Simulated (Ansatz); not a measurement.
The relaxed structure here is a generated cell of TePb: the first start was made by placing the elements on the sites of a structure type, and the end was not matched to a known phase here, so it may be hypothetical. Known forms of TePb include space group No. 225.

One stationary structure of TePb. Space group P6₃mc (No. 186). Computed with PBE (plane waves to 420 eV, PAW, scalar-relativistic; Ansatz, a first-principles code).

```cif
data_Pb4Te4
_chemical_formula_sum 'Pb4 Te4'
_space_group_name_H-M_alt 'P 1'
_space_group_IT_number 1
_cell_length_a 5.53491
_cell_length_b 5.53491
_cell_length_c 13.19577
_cell_angle_alpha 90.000
_cell_angle_beta 90.000
_cell_angle_gamma 120.000
loop_
_space_group_symop_operation_xyz
  'x, y, z'
loop_
_atom_site_label
_atom_site_type_symbol
_atom_site_fract_x
_atom_site_fract_y
_atom_site_fract_z
_atom_site_occupancy
Pb1 Pb 0.00000 0.00000 0.02762 1
Pb2 Pb 0.00000 0.00000 0.52762 1
Pb3 Pb 0.66667 0.33333 0.77086 1
Pb4 Pb 0.33333 0.66667 0.27086 1
Te1 Te 0.00000 0.00000 0.78915 1
Te2 Te 0.00000 0.00000 0.28915 1
Te3 Te 0.66667 0.33333 0.53800 1
Te4 Te 0.33333 0.66667 0.03800 1
```

**Question.** Predict the band gap from PBE.

**Answer.** 1.18 eV, indirect (valence top at k = (0.2857, 0.2857, 0), conduction bottom at M) (no spin-orbit coupling).

**Question.** What is the computed smallest direct gap (PBE)?

**Answer.** 1.25 eV at k = (0.2857, 0.2857, 0).

No spin polarisation in the result. Spin-orbit coupling is missing; with elements this heavy it can move band edges by tenths of an eV or more.

The run could not lose the symmetry of its start, so the end can be a saddle point.
